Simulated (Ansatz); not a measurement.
The cell is COD entry 1522699, as deposited and not checked against the literature; nothing was relaxed. The listed cell was then made from it by scaling, straining or moving an atom.

ZrHg: DFT, PBEsol, all-electron PAW with datasets made for the crystal, scalar-relativistic (Ansatz 0.2.0). What sets it apart from a plain run of this crystal: equal xx and yy strain of -2 %.

Command: `ansatz run input.yaml --threads 1 --pin off --max-ram 3072MiB --backend cpu --events-out ev --progress --plain --runs-dir out` The run took 19 s on 1 thread of Intel(R) Xeon(R) Platinum 8488C (Sapphire Rapids), with other jobs on the host, peak memory 0.7 GiB.

```yaml
crystal:
  lattice:
    - [3.08406, 0.0, 0.0]
    - [0.0, 3.08406, 0.0]
    - [0.0, 0.0, 4.17]
  atoms:
    - { symbol: Zr, position: [0.5, 0.5, 0.5] }
    - { symbol: Hg, position: [0.0, 0.0, 0.0] }
kpoints:
  mp_grid: { grid: [13, 13, 10] }
scf:
  occupations: { method: fermi_dirac, width: 0.03 }
hamiltonian:
  xc: pbesol
  pseudopotentials: { kind: all_electron, datasets: crystal }
output:
  forces: true
  stress: true
  eigenvalues: true
  efg: { contact_densities: true }
```

Output (standing set-up lines are left out):

```
Crystal: 2 atoms, lattice volume = 39.663 Å³
Basis set: ecut = 260 eV, 363 PW (Γ), exchange–correlation on 36×36×48 points (8 copies of the dense FFT grid, shifted against one another)
Space group: P4/mmm (ITA 123), of the structure as read, at distance tolerance 3.4e-5 Å
iter 1 solved again at ethr=1.36e-2 eV; its pass at ethr=1.00e-1 eV (dr2=4.36e0 eV) is discarded
SCF iter   1: F=—  HF=-631558.022958 eV  |F-HF|=—  |Δ(HF+E_count)|=         —  Δρ=7.77e-2  dr2=4.39e0  ethr=1.36e-2  ⟨swp⟩=2.0  Hψ=17945  notcnv=0
preconditioner: auto → Kerker (q_TF=auto, 2.632 Å⁻¹)  [metal: Δε(μ)=0.017 eV  Ē_g=14.146 eV  σ=0.030 eV  W_gap=0.14  n_scr=14 (ndim 8)  ℏωp=27.7 eV  f_vac=0.000  D(μ)=1.42/eV (n_scr^D=14)]
SCF iter   2: F=—  HF=-631557.266978 eV  |F-HF|=—  |Δ(HF+E_count)|=   7.56e-1  Δρ=3.68e-2  dr2=1.12e0  ethr=1.36e-2  ⟨swp⟩=2.0  Hψ=7057  notcnv=0
iter 3 solved again at ethr=2.88e-4 eV; its pass at ethr=3.50e-3 eV (dr2=9.23e-2 eV) is discarded
SCF iter   3: F=—  HF=-631556.932419 eV  |F-HF|=—  |Δ(HF+E_count)|=   3.35e-1  Δρ=1.08e-2  dr2=9.26e-2  ethr=2.88e-4  ⟨swp⟩=2.0  Hψ=16264  notcnv=0
SCF iter   4: F=—  HF=-631556.958418 eV  |F-HF|=—  |Δ(HF+E_count)|=   2.60e-2  Δρ=9.40e-3  dr2=2.99e-2  ethr=2.88e-4  ⟨swp⟩=3.0  Hψ=8591  notcnv=0
SCF iter   5: F=—  HF=-631556.963198 eV  |F-HF|=—  |Δ(HF+E_count)|=   4.78e-3  Δρ=2.29e-3  dr2=2.86e-3  ethr=9.33e-5  ⟨swp⟩=2.5  Hψ=7159  notcnv=0
SCF iter   6: F=—  HF=-631556.964128 eV  |F-HF|=—  |Δ(HF+E_count)|=   9.29e-4  Δρ=9.51e-4  dr2=6.36e-4  ethr=8.93e-6  ⟨swp⟩=3.0  Hψ=8951  notcnv=0  defer=1
SCF iter   7: F=—  HF=-631556.964043 eV  |F-HF|=—  |Δ(HF+E_count)|=   8.46e-5  Δρ=5.03e-4  dr2=1.34e-4  ethr=1.99e-6  ⟨swp⟩=2.0  Hψ=8282  notcnv=0  defer=1
SCF iter   8: F=—  HF=-631556.964016 eV  |F-HF|=—  |Δ(HF+E_count)|=   2.71e-5  Δρ=5.17e-5  dr2=1.32e-6  ethr=4.19e-7  ⟨swp⟩=3.0  Hψ=6754  notcnv=0  defer=1
SCF iter   9: F=—  HF=-631556.963982 eV  |F-HF|=—  |Δ(HF+E_count)|=   3.38e-5  Δρ=1.17e-5  dr2=6.28e-8  ethr=4.11e-9  ⟨swp⟩=3.0  Hψ=7483  notcnv=0  defer=1
SCF iter  10: F=-631556.963982 eV  HF=-631556.963982 eV  |F-HF|=9.43e-9  |Δ(HF+E_count)|=   1.51e-9  Δρ=6.49e-6  dr2=1.76e-8  ethr=1.96e-10  ⟨swp⟩=2.8  Hψ=6431  notcnv=0  defer=1
SCF 1 converged in 10 iterations: F = -631556.963980 eV  dr2 = 1.76e-8
  Residual-converged pass: ⟨swp⟩=3.0  Hψ=7477  notcnv=0  max |occ|·‖R‖ = 5.2e-6 eV (tolerance 5.3e-6 eV)  dr2=1.78e-8  dr2_onsite=3.82e-9  max |Δocc| = 3.2e-9
  greatest PAW one-centre occupation: 1.000 electrons in one spin orbital (limit 2), on the Hg atom at site 1 (counted from 0), in its partial waves of l = 1
SCF converged after 10 iterations
Free energy (F): -631556.963980 eV
Harris-Foulkes:  -631556.963980 eV  (|F-HF|=9.43e-9)
Internal energy: -631556.957682 eV  (E = F + TS)
E sigma→0 (E₀):  -631556.960831 eV
Entropy (-TS):   -0.006298 eV (-3.149 meV/atom)
Past the cutoff: the bands carry plane waves up to 1.75 times it, of which those up to 1.5 times it add -0.000385 eV an atom, each by itself; the spheres take 0.000384 eV an atom off the energy for waves past 1.75 times it
By the cutoff:   a pressure is off by up to 0.008 GPa (1.2 times the spheres' own share and the shells' term, over an atom's volume, and 0.004 GPa: a bound that held against runs at twice the plane waves)
Past the cutoffs: a stress includes 0.0002 GPa for waves and charges beyond them, in addition to the slope of what the spheres take
In the spheres:  the bands' charges fall short by 8.2e-7 e at most (sound up to 1e-3)
Fermi energy:    20.540275 eV
--- Per-component energies (eV) ---
  The terms above E_closure are by the made datasets' own strengths, without shells solved beside the bands.
--- Forces (eV/Å), atoms counted from 1 ---
  atom   1  Zr     0.00000000    -0.00000000    -0.00000000
  atom   2  Hg    -0.00000000     0.00000000     0.00000000
  max |Σ_I F_I| component: 2.01e-29 eV/Å
--- Stress (GPa, compression-positive) ---
        3.886647      -0.000000       0.000000
       -0.000000       3.886647       0.000000
        0.000000       0.000000       4.940811
  P = ⅓ Tr σ = 4.2380 GPa (42.380 kbar)
--- PAW observables at the nuclei: V_zz in 10²¹ V/m², potentials from the cell's mean, atoms counted from 1 ---
  atom   1  Zr V_zz =    +3.036757   η = 0.0000   by run symmetry: allowed
            electrostatic potential = -5931.138734 V   contact ρ = 489776.554685 e/Å³
  atom   2  Hg V_zz =   -26.178186   η = 0.0000   by run symmetry: allowed
            electrostatic potential = -16794.739511 V   contact ρ = 14102809.104459 e/Å³
--- Band table (eV; the first three rows and the last of 168) ---
  k-point 0: bands = ["-95.0145", "-43.3782", "-43.3568", "-43.3568", "-28.1962", "-6.3932", "-5.8558", "-5.8558", "11.3278", "12.0264", "12.4337", "13.3440", "13.3440", "13.8329", "19.6351", "19.9471", "22.0561", "24.0791", "24.0791"]
  k-point 1: bands = ["-95.0145", "-43.3782", "-43.3568", "-43.3568", "-28.1959", "-6.3999", "-5.8560", "-5.8560", "11.4118", "12.0349", "12.5005", "13.3544", "13.3544", "13.8346", "19.5972", "19.6093", "21.9862", "23.8714", "23.8714"]
  k-point 2: bands = ["-95.0145", "-43.3783", "-43.3568", "-43.3568", "-28.1951", "-6.4175", "-5.8565", "-5.8565", "11.6264", "12.0576", "12.7201", "13.3817", "13.3817", "13.8390", "18.7268", "19.4991", "21.8746", "23.4196", "23.4196"]
  k-point 167: bands = ["-95.0129", "-43.3873", "-43.3873", "-43.3732", "-28.0484", "-6.4906", "-6.4898", "-6.2673", "12.3373", "12.7640", "12.7765", "13.6292", "14.4281", "17.6411", "17.9720", "18.3572", "21.0902", "23.4133", "26.1753"]
```
